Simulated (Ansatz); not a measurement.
# FeCuSO single point

input.yaml (Ansatz 0.2.0)

```yaml
crystal:
  lattice:
    - [3.80000426, 0.0, 0.0]
    - [0.0, 3.80000426, 0.0]
    - [0.0, 0.0, 17.19094524]
  atoms:
    - { symbol: Cu, position: [0.75, 0.25, 0.25] }
    - { symbol: Cu, position: [0.75, 0.25, 0.75] }
    - { symbol: Cu, position: [0.25, 0.75, 0.25] }
    - { symbol: Cu, position: [0.25, 0.75, 0.75] }
    - { symbol: S, position: [0.25, 0.25, 0.1721] }
    - { symbol: S, position: [0.25, 0.25, 0.6721] }
    - { symbol: S, position: [0.75, 0.75, 0.3279] }
    - { symbol: S, position: [0.75, 0.75, 0.8279] }
    - { symbol: Fe, position: [0.25, 0.75, 0.0] }
    - { symbol: Fe, position: [0.25, 0.75, 0.5] }
    - { symbol: Fe, position: [0.75, 0.25, 0.0] }
    - { symbol: Fe, position: [0.75, 0.25, 0.5] }
    - { symbol: O, position: [0.25, 0.25, 0.4628] }
    - { symbol: O, position: [0.25, 0.25, 0.9628] }
    - { symbol: O, position: [0.75, 0.75, 0.0372] }
    - { symbol: O, position: [0.75, 0.75, 0.5372] }
  symmetry: { detect: false, time_reversal: true }
kpoints:
  mp_grid: { grid: [6, 6, 2], shift: [0, 0, 0] }
magnetization:
  spin_polarized: true
scf:
  occupations: { method: fermi_dirac }
  lower_state_search: "off"
  max_iter: 200
hamiltonian:
  pseudopotentials: { kind: paw }
  xc: pbe
  hubbard:
    projectors: all-electron-ortho-atomic
    sites: [{ species: Fe, l: d, u_eff: 5.2 }]
basis:
  ecutwfc: 420
  fft_grid_basis: typed
output:
  forces: true
  stress: true
  eigenvalues: true
  bader: true
  populations: true
  elf: true
  write_potential: true
  volumetric_format: npy
  dos:
    e_range: [-12, 8]
    de: 0.05
    projected: { site_lists: { Cu: [Cu], Fe: [Fe], O: [O], S: [S] } }
checkpoint:
  read: saved_state
```

The run starts from an earlier solution of this cell. Magnetic state (reached from a saved solution, and it need not be the lowest): Fe9 up, Fe10 down, Fe11 down, Fe12 up.

Parts of the output:

```
Cu: projections on atomic orbitals take those of the free atom [Ne] 3s2 3p6 3d10 4s1, of charge +0.00 (hamiltonian.pseudopotentials.projection_atoms); the dataset's partial waves leave at most 2.0e-6 of an orbital's norm unspanned inside its sphere
S: projections on atomic orbitals take those of the free atom [Ne] 3s2 3p4, of charge +0.00 (hamiltonian.pseudopotentials.projection_atoms); the dataset's partial waves leave at most 1.6e-7 of an orbital's norm unspanned inside its sphere
Fe: projections on atomic orbitals take those of the free atom [Ne] 3s2 3p6 3d6 4s2, of charge +0.00 (hamiltonian.pseudopotentials.projection_atoms); the dataset's partial waves leave at most 1.1e-6 of an orbital's norm unspanned inside its sphere
O: projections on atomic orbitals take those of the free atom [He] 2s2 2p4, of charge +0.00 (hamiltonian.pseudopotentials.projection_atoms); the dataset's partial waves leave at most 1.9e-8 of an orbital's norm unspanned inside its sphere
band count auto-derived: 120 (N_el = 188.0; filled up to band 94; 113 by the electrons, moments and atoms)
Pseudopotentials: kind: paw
Pseudopotential: Cu, paw, valence charge 19, recommended cutoff 420 eV (normal), Cu.paw.azcp
Pseudopotential: S, paw, valence charge 6, recommended cutoff 420 eV (normal), S.paw.azcp
Pseudopotential: Fe, paw, valence charge 16, recommended cutoff 420 eV (normal), Fe.paw.azcp
Pseudopotential: O, paw, valence charge 6, recommended cutoff 420 eV (normal), O.paw.azcp
Functional definition: PBE
  exchange = pbe_x(kappa = kappa, mu = beta*pi^2/3)
  correlation = pbe_c(beta = beta)
Crystal: 16 atoms, lattice volume = 248.238 Å³
Basis set: ecut = 420 eV, 4849 PW (Γ), exchange–correlation on 54×54×240 points (8 copies of the dense FFT grid, shifted against one another)
Bands: 120, of which v1, the nominal top of the filled ones, is band 94 counted from 1 (93 counted from 0)
Symmetry: 1 space group operations
k-points: 40 of 72 (time reversal used)
Initial density: read from a saved state, or passed on in memory by an earlier SCF of this step, an earlier step, the calling program or the single point that the run made first
Functional: x = pbe(κ = 0.804, μ = 0.2195), c = pbe(β = 0.0667)
SCF iter   1: F=—  Δρ=1.24e-2  dr2=3.95e-2  dr2_m=2.30e-1  M=-0.000 μB ∫|m|=15.107 μB
SCF iter   2: F=—  Δρ=8.80e-3  dr2=2.08e-2  dr2_m=1.13e-1  M=-0.000 μB ∫|m|=15.099 μB
SCF iter   3: F=—  Δρ=3.60e-3  dr2=1.04e-1  dr2_m=6.96e-4  M=0.000 μB ∫|m|=15.105 μB  defer=2
SCF iter   4: F=—  Δρ=6.57e-4  dr2=3.41e-3  dr2_m=5.43e-5  M=-0.000 μB ∫|m|=15.092 μB  defer=4
SCF iter   5: F=—  Δρ=4.53e-4  dr2=4.78e-3  dr2_m=2.70e-5  M=0.000 μB ∫|m|=15.094 μB  defer=4
SCF iter   6: F=—  Δρ=3.20e-4  dr2=1.91e-3  dr2_m=1.79e-5  M=-0.000 μB ∫|m|=15.095 μB  defer=4
SCF iter   7: F=—  Δρ=1.71e-4  dr2=6.41e-4  dr2_m=5.49e-6  M=-0.000 μB ∫|m|=15.095 μB  defer=4
SCF iter   8: F=—  Δρ=3.00e-4  dr2=7.85e-4  dr2_m=4.62e-7  M=-0.000 μB ∫|m|=15.094 μB  defer=4
SCF iter   9: F=—  Δρ=6.50e-5  dr2=7.24e-5  dr2_m=8.05e-7  M=-0.000 μB ∫|m|=15.095 μB  defer=4
SCF iter  10: F=—  Δρ=4.76e-5  dr2=2.37e-5  dr2_m=1.55e-7  M=0.000 μB ∫|m|=15.095 μB  defer=4
SCF iter  11: F=—  Δρ=1.40e-5  dr2=2.90e-6  dr2_m=8.79e-8  M=-0.000 μB ∫|m|=15.095 μB  defer=4
SCF iter  12: F=—  Δρ=1.36e-5  dr2=1.32e-6  dr2_m=1.72e-8  M=0.000 μB ∫|m|=15.095 μB  defer=4
SCF iter  13: F=—  Δρ=2.44e-5  dr2=4.16e-6  dr2_m=5.84e-9  M=0.000 μB ∫|m|=15.095 μB  defer=4  recentre
SCF iter  14: F=—  Δρ=9.01e-6  dr2=1.66e-6  dr2_m=5.44e-9  M=-0.000 μB ∫|m|=15.095 μB  defer=4
SCF iter  15: F=-50290.6862 eV  Δρ=2.20e-6  dr2=2.95e-8  dr2_m=2.91e-9  M=-0.000 μB ∫|m|=15.095 μB
SCF iter  16: F=-50290.6862 eV  Δρ=1.79e-6  dr2=3.47e-8  dr2_m=1.41e-9  M=-0.000 μB ∫|m|=15.095 μB
SCF iter  17: F=-50290.6860 eV  Δρ=5.34e-5  dr2=1.94e-4  dr2_m=2.16e-9  M=-0.000 μB ∫|m|=15.095 μB  κ⁻¹=1.0e0(r=1)
SCF iter  18: F=-50290.6862 eV  Δρ=4.79e-6  dr2=2.87e-7  dr2_m=4.73e-10  M=-0.000 μB ∫|m|=15.095 μB  κ⁻¹=3.7e-4(r=2)
SCF iter  19: F=-50290.6862 eV  Δρ=1.42e-6  dr2=2.94e-8  dr2_m=1.78e-10  M=-0.000 μB ∫|m|=15.095 μB
Magnetization:  0.0000 μB (94.0000 up, 94.0000 down)
Absolute magnetization: 15.0991 μB (∫|ρ↑−ρ↓|, with the PAW one-centre terms)
Spin contamination: 7.8721 ħ² per cell (⟨S²⟩ above its minimum at these occupations)
Per-site moments (μB) at R_I (Å): [(3.328e-6, 0.9589), (-3.341e-6, 0.9589), (3.324e-6, 0.9589), (-3.320e-6, 0.9589), (2.670e-6, 0.9589), (-2.615e-6, 0.9589), (2.709e-6, 0.9589), (-2.769e-6, 0.9589), (3.3180, 0.8270), (-3.3180, 0.8270), (-3.3180, 0.8270), (3.3180, 0.8270), (-1.389e-7, 0.8270), (1.868e-7, 0.8270), (-2.256e-7, 0.8270), (1.771e-7, 0.8270)]
Free energy (F): -50290.6862 eV
Harris-Foulkes:  -50290.6862 eV  (|F-HF|=2.41e-8)
Internal energy: -50290.3469 eV  (E = F + TS)
E sigma→0 (E₀):  -50290.5165 eV
Entropy (-TS):   -0.3393 eV (-21.209 meV/atom)
Fermi energy:    8.3081 eV
--- Forces (eV/Å), atoms counted from 1 ---
  atom   1  Cu     0.0000     0.0000     0.0000
  atom   2  Cu     0.0000     0.0000     0.0000
  atom   3  Cu     0.0000     0.0000     0.0000
  atom   4  Cu     0.0000     0.0000     0.0000
  atom   5  S      0.0000     0.0000     0.3634
  atom   6  S      0.0000     0.0000     0.3633
  atom   7  S      0.0000     0.0000    -0.3634
  atom   8  S      0.0000     0.0000    -0.3633
  atom   9  Fe     0.0000     0.0001     0.0000
  atom  10  Fe     0.0000     0.0001     0.0000
  atom  11  Fe     0.0000    -0.0001     0.0000
  atom  12  Fe     0.0000    -0.0001     0.0000
  atom  13  O      0.0000     0.0000    -0.0052
  atom  14  O      0.0000     0.0000    -0.0052
  atom  15  O      0.0000     0.0000     0.0052
  atom  16  O      0.0000     0.0000     0.0052
--- Stress (GPa, compression-positive) ---
        7.1435       0.0008       0.0000
        0.0008       7.1435       0.0000
        0.0000       0.0000      -0.2157
  P = ⅓ Tr σ = 4.6904 GPa (46.904 kbar)
--- Bader charges: 16 sites ---
  site symbol  charge [e]  shift [e]    m [muB]
     0     Cu      0.5586     0.0010     0.0000
     1     Cu      0.5586     0.0010     0.0000
     2     Cu      0.5586     0.0010     0.0000
     3     Cu      0.5586     0.0010     0.0000
     4      S     -0.6125     0.0010     0.0000
     5      S     -0.6125     0.0010     0.0000
     6      S     -0.6124     0.0010     0.0000
     7      S     -0.6125     0.0010     0.0000
     8     Fe      1.3443     0.0004     3.6639
     9     Fe      1.3443     0.0004    -3.6639
    10     Fe      1.3444     0.0004    -3.6639
    11     Fe      1.3444     0.0004     3.6639
    12      O     -1.2905     0.0004     0.0000
    13      O     -1.2905     0.0004     0.0000
    14      O     -1.2905     0.0004     0.0000
    15      O     -1.2905     0.0004     0.0000
```

Origin: a database entry at a rescaled volume.
